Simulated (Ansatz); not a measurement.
The calculation used DFT PBE, scalar-relativistic, plane waves, PAW (Ansatz). All cells share a 420 eV cutoff and Γ-centred k meshes spaced about 0.3 Å⁻¹ or finer (0.25 for metals, 2π included). These runs have no spin polarisation.

These are static total energies at zero pressure.

Compare these two cells of MoH6, each relaxed at this level.

1.

Space group Cmmm (No. 65). a = 3.337 Å, b = 5.576 Å, c = 6.774 Å, α = 90.00°, β = 90.00°, γ = 90.00°
```
atom  site  symmetry       x       y       z
   H    8o       .m. 0.3731  0.0000  0.7350
   H    4i       m2m  0.5000  0.6625  0.0000
  Mo    2b       mmm  0.5000  0.0000  0.0000
```

2.

Space group Cm (No. 8). a = 4.437 Å, b = 4.401 Å, c = 5.800 Å, α = 90.00°, β = 103.46°, γ = 90.00°
```json
{"atom": "H", "site": "4b", "symmetry": "1", "x": "0.1304", "y": "0.2492", "z": "0.7560"}
{"atom": "H", "site": "2a", "symmetry": "m", "x": "0.4466", "y": "0.5000", "z": "0.2411"}
{"atom": "H", "site": "2a", "symmetry": "m", "x": "0.0383", "y": "0.5000", "z": "0.9930"}
{"atom": "H", "site": "4b", "symmetry": "1", "x": "0.7745", "y": "0.2896", "z": "0.1201"}
{"atom": "Mo", "site": "2a", "symmetry": "m", "x": "0.3995", "y": "0.5000", "z": "0.9465"}
```

Question: Which would you expect to be lower, and how large is the difference?

Answer: They are level within the accuracy (5 meV/atom apart, with cell 2 the lower in these runs). Cell 1 has space group Cmmm (No. 65), 9.0 Å³/atom and no gap on its mesh; cell 2 has space group Cm (No. 8), 7.9 Å³/atom and a gap of 0.16 eV. Counting H atoms around Mo (those within 1.25 times the shortest such distance or 1.15 times the sum of covalent radii), cell 1 and cell 2 both have Mo 10. Cell 1 holds H–H pairs (shortest 0.85 Å); in cell 2 the shortest H–H distance is 1.57 Å. Even the lower one lies +0.21 eV/atom against the reference forms of the elements (uncorrected), so neither is stable at this level. Both come from trial cells of a structure search, whose lowest cell (P1, 12.5 Å³/atom) lies 157 meV/atom below the lower of the two.

The k mesh leaves some 4 meV/atom of noise in the energy of each metallic cell. Weakly bound directions are ill-defined at this level, which has no dispersion term (Cmmm, Cm), and this can change margins and order among such cells. Kohn–Sham gaps at this level usually fall short of measured ones. With hydrogen, zero-point motion can shift such differences by 10 meV/atom or more. A magnetic state wasn't ruled out in cells without spin, among them Cmmm. Small gaps are read on the mesh alone, and bands can cross between its points. Cells relaxed within their symmetry can be saddle points. Some types were kept out of the candidates beforehand, so the set may lack a known form.
